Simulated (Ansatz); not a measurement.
What settings do to one calculation: Mg started on a Li site in cubic perovskite LiBaF3, 10 atoms, charge 0

Ansatz (PAW, plane waves), atoms fixed. The base input:

```yaml
crystal:
  lattice:
    - [7.917162, 0.000000, 0.000000]
    - [0.000000, 3.958581, 0.000000]
    - [0.000000, 0.000000, 3.958581]
  atoms:
    - { symbol: Ba, position: [0.028505, 0.954871, 0.004644] }
    - { symbol: Ba, position: [0.498964, 0.018170, 0.971225] }
    - { symbol: Mg, position: [0.243927, 0.483858, 0.438685], spin: 0.2 }
    - { symbol: Li, position: [0.744672, 0.495042, 0.460204] }
    - { symbol: F, position: [0.245364, 0.509429, 0.012365], spin: 0.2 }
    - { symbol: F, position: [0.748421, 0.502377, 0.025016] }
    - { symbol: F, position: [0.993725, 0.514366, 0.440828], spin: 0.2 }
    - { symbol: F, position: [0.495636, 0.495039, 0.494412], spin: 0.2 }
    - { symbol: F, position: [0.245183, 0.019157, 0.496936], spin: 0.2 }
    - { symbol: F, position: [0.740594, 0.938168, 0.535239] }
kpoints:
  mp_grid: { grid: [2, 2, 2], shift: [0.5, 0.5, 0.5] }
hamiltonian:
  xc: pbesol
magnetization:
  spin_polarized: true
scf:
  occupations: { method: fermi_dirac, width: 0.01 }
output:
  forces: true
  eigenvalues: true
  stress: true
  populations: true
```

Command:

```sh
ansatz run in.yaml --threads 7 --pin off --max-ram 13300MiB --runs-dir r --events-out ev --progress --plain
```

It converged in 15 iterations and 2.6 s of wall time on 7 threads of a Neoverse-V2 processor, on a host shared with other runs; peak host memory 0.66 GiB; largest force component 4.20 eV/Å, pressure 13.61 GPa. The cutoff was the default, 420 eV. The base isn't a converged reference: it has few k points, and its atoms are unrelaxed. Each run below changes the keys shown and caps the iterations.

| run | changed | ending | iterations | free energy less the base (meV per atom) | rms change of forces (eV/Å) | change of pressure (GPa) | wall time (s, shared host) |
| --- | --- | --- | --- | --- | --- | --- | --- |
| 1 | ecutrho_ratio 2, max_iter 100, k points a 1×1×2 mesh centred on Γ | converged | 21 | -77.4 | 0.413 | -0.24 | 1.2 CPU |
| 2 | ecutwfc 350 eV, accuracy low, max_iter 80, total_charge -1 | converged | 29 | other zero | 0.614 | -1.88 | 3.7 CPU |
| 3 | xc pbe, width 0.001 eV, max_iter 60, k points a 1×1×2 mesh centred on Γ | converged | 20 | other zero | 0.447 | 4.00 | 1.4 CPU |
| 4 | xc_grid 1 (2 is the default), max_iter 2, mixing beta 0.2 | not converged | – | – | – | – | – |
| 5 | n_extra_bands 0, max_iter 6 | refused | – | – | – | – | – |
| 6 | mixing beta 0.4, ecutwfc 300 eV, width 0.5 eV, max_iter 60 | converged | 12 | 305.3 | 0.276 | 1.21 | 1.4 CPU |
| 7 | max_iter 4 | not converged | – | – | – | – | – |
| 8 | initial_magnetization 4, max_iter 90 | converged | 15 | 0.0 | 0.000 | 0.00 | 2.2 CPU |
| 9 | xc lda, max_iter 9, dispersion d4 | not converged | – | – | – | – | – |
| 10 | max_iter 14 | converged | 14 | 0.0 | 0.000 | 0.00 | 2.4 CPU |

«Other zero»: another functional, charge or dispersion term moves the zero of energy, so the difference says nothing of accuracy.

**Question.** Which changes leave the result alone, and which of the same physical model moves the forces most?

**Answer.** The forces move by under 0.002 eV/Å in runs 8, 10. Run 1 (ecutrho_ratio 2, max_iter 100, k points a 1×1×2 mesh centred on Γ) moves them most among the runs with the same functional, charge and dispersion term, by 0.413 eV/Å.

**Question.** Why did some runs give no result?

**Answer.** - run 4: did not converge after 2 iterations: dr2 = 1.57e1 (threshold 1.00e-7), under the density mixer `msr1`, which `scf.mixing.algorithm: auto` chose by the deck's other keys (type `scf.mixing.algorithm: msr1` to keep it);
- run 5: inconsistent input (scf.n_extra_bands, scf.occupations.method): n_bands = 38 leaves no empty band above the 38 bands per channel that the deck's 75 electrons occupy, and the occupations search for the Fermi level (a smearing at a finite width, or tetrahedra): …
- run 7: did not converge after 4 iterations: dr2 = 2.32e-1 (threshold 1.00e-7), under the density mixer `msr1`, which `scf.mixing.algorithm: auto` chose by the deck's other keys (type `scf.mixing.algorithm: msr1` to keep it);
- run 9: did not converge after 9 iterations: dr2 = 1.28e-3 (threshold 1.00e-7), under the density mixer `msr1`, which `scf.mixing.algorithm: auto` chose by the deck's other keys (type `scf.mixing.algorithm: msr1` to keep it);
